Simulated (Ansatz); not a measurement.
A generator proposed this cell of Sn4Se.

```
Sn Se
1.0
    -3.25095    3.25095    3.25095
     3.25095   -3.25095    3.25095
     3.25095    3.25095   -3.25095
Sn Se
4 1
Direct
  0.00000 0.00000 0.50000
  0.00000 0.50000 0.00000
  0.50000 0.00000 0.00000
  0.50000 0.50000 0.50000
  0.00000 0.00000 0.00000
```

Method: Ansatz 0.2.0, DFT PBE, scalar-relativistic, plane waves, PAW. Cutoff 420 eV; k points 4×4×4 on the computed 5-atom cell (Γ-centred); Gaussian smearing, width 0.10 eV; no spin polarisation.

Formation energies are uncorrected and refer to the elements' standard structures at the same level. The references include grey tin.

**Question.** How far from equilibrium is it?

**Answer.** The pressure is 7.8 GPa (it wants to expand), the largest force is 0.00 eV/Å (symmetry fixes the atoms), and the energy is +0.27 eV/atom against the elements. The shortest distance is 2.82 Å.

**Question.** Is it a good guess?

**Answer.** A fair one: relaxing gains under 0.1 eV/atom (the start's value is from the coarse mesh, so the gain is rough) in 6 ionic steps and ends at +0.18 eV/atom on the finer mesh. The symmetry stays Im-3m (No. 229). The volume per atom grows by 14.6 %, from 27.5 to 31.5 Å³. The shortest distance goes from 2.82 Å (Sn–Se) to 2.95 Å (Sn–Se). Conventional cell: a = 6.804 Å. Sn is surrounded by 2 Se at 2.95 Å and 6 Sn at 3.40 Å; Se has 8 Sn at 2.95 Å.

The last run used an 8×8×8 mesh for its 5-atom cell and Gaussian smearing of 0.10 eV. The reference form of Se is held partly by dispersion forces, which this level lacks. The relaxation can't lower the symmetry of the start, and the grade says only how near the guess is to its own end. A structure relaxed within its symmetry needn't be a true minimum. Another cell of Sn4Se relaxed alike, in Fd-3m, lies 18 meV/atom lower, so this cell isn't the stable form at this level.
